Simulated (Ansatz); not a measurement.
## InAs: from a starting cell to a relaxed one

The start is a generated cell, InAs built in the zincblende structure type. The structure is fully relaxed (lattice and positions, P = 0) with r2SCAN (plane waves to 500 eV, PAW, scalar-relativistic; Ansatz, a quantum-chemistry and plane-wave program). The first steps use a coarse 7×7×7 k-mesh.

The start:
```yaml
crystal:
  lattice:
    - [0.00000, 3.03729, 3.03729]
    - [3.03729, 0.00000, 3.03729]
    - [3.03729, 3.03729, 0.00000]
  atoms:
    - { symbol: As, position: [0.75000, 0.75000, 0.75000] }
    - { symbol: In, position: [0.00000, 0.00000, 0.00000] }
```

### Question
How do the shortest distances between atoms change?

### Answer
The closest pairs of elements (up to four, under 3.6 Å), start → end: As–In 2.63 → 2.65 Å.

### Question
Is the relaxed structure metallic? Give its gap.

### Answer
0.08 eV, direct at Γ (no spin-orbit coupling).

### Question
Give the final cell and atomic positions.

### Answer

Space group F-43m (No. 216); a = 6.109 Å, b = 6.109 Å, c = 6.109 Å, α = 90.00°, β = 90.00°, γ = 90.00°

```csv
atom,site,symmetry,x,y,z
As,4c,-43m,0.2500,0.2500,0.2500
In,4a,-43m,0.0000,0.0000,0.0000
```
(The calculation used a cell of 2 atoms; values per cell refer to that cell.)

The space group stays F-43m (No. 216) (the run could not lower it); the end is zinc blende type, with 2 atoms in the primitive cell. Final values are on a 9×9×9 k-mesh of the relaxed cell. No spin polarisation in the result.

The run could not lose the symmetry of its start.

All atoms sit on sites fixed by symmetry, so only the cell could relax.
